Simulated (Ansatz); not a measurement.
BP:
```xyz
2
Lattice="0.0000 2.2743 2.2743 2.2743 0.0000 2.2743 2.2743 2.2743 0.0000" Properties=species:S:1:pos:R:3 pbc="T T T"
P      3.4114     3.4114     3.4114
B      0.0000     0.0000     0.0000
```

x, y and z are the axes in which the lattice vectors are written.

### Question
Give the high-frequency dielectric tensor and the Born effective charge tensors of the independent atoms from DFPT, the program Ansatz at the PBE level (PAW).

### Answer

ε∞:
```
9.16  0.00  0.00
0.00  9.16  0.00
0.00  0.00  9.16
```
Z* of atom 1 (P), rows: field, columns: displacement, in e:
```
0.49  0.00  0.00
0.00  0.49  0.00
0.00  0.00  0.49
```
Z* of atom 2 (B), rows: field, columns: displacement, in e:
```
-0.49   0.00   0.00
 0.00  -0.49   0.00
 0.00   0.00  -0.49
```

Static charges for comparison (Bader): P1 -0.46, B2 +0.46 e. Born charges measure polarisation by displacement and can exceed these by far.

Space group F-43m (zinc blende). The PBE relaxation kept the symmetry of its start; phonons on a q-mesh show no instability.

Potentials: the later of the program's two PAW sets.
